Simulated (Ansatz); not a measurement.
The start is a generated cell, VSi2 placed in the AFLOW prototype A2B_tI12_141_e_a (C5, as in TiO2). Cell shape, volume and atoms are optimised at zero target pressure with PBE (plane waves to 420 eV, PAW, scalar-relativistic; Ansatz, a program for electronic structure). The first steps use a coarse 8×8×8 k-mesh.

The start:
```
VSi2
1.0
   -1.98785     1.98785     4.99668
    1.98785    -1.98785     4.99668
    1.98785     1.98785    -4.99668
Si V
4 2
Direct
  0.33306   0.33306   0.00000
  0.41694   0.91694   0.50000
  0.66694   0.66694   0.00000
  0.08306   0.58306   0.50000
  0.75000   0.25000   0.50000
  0.00000   0.00000   0.00000
```
Spin-polarised start, with parallel moments on V.

```json
{
 "initial_pressure": "+52 GPa (positive: the cell is compressed)",
 "outcome": "The space group stays I4₁/amd (No. 141) (the run could not lower it), with 6 atoms in the primitive cell",
 "energy_released": "1.18 eV/atom",
 "Shortest distances (start → end)": "The closest pairs of elements (up to four, under 3.6 Å), start → end: Si–V 2.15 → 2.44 Å; Si–Si 2.16 → 2.60 Å; V–V 3.19 → 3.12 Å",
 "band_gap_at_the_end": "no gap (metallic)",
 "moments_at_the_end": "zero (the starting moments vanished)",
 "optimiser_moves": "17"
}
```

Final values are on a 14×14×14 k-mesh of the relaxed cell. No spin polarisation in the result: the starting moments vanished.

The run could not lose the symmetry of its start: the end is stationary, and may be a saddle point rather than a minimum.

The relaxed structure here is a generated cell of VSi2: the first start was made by placing the elements on the sites of a structure type, and the end was not matched to a known phase here, so it may be hypothetical.
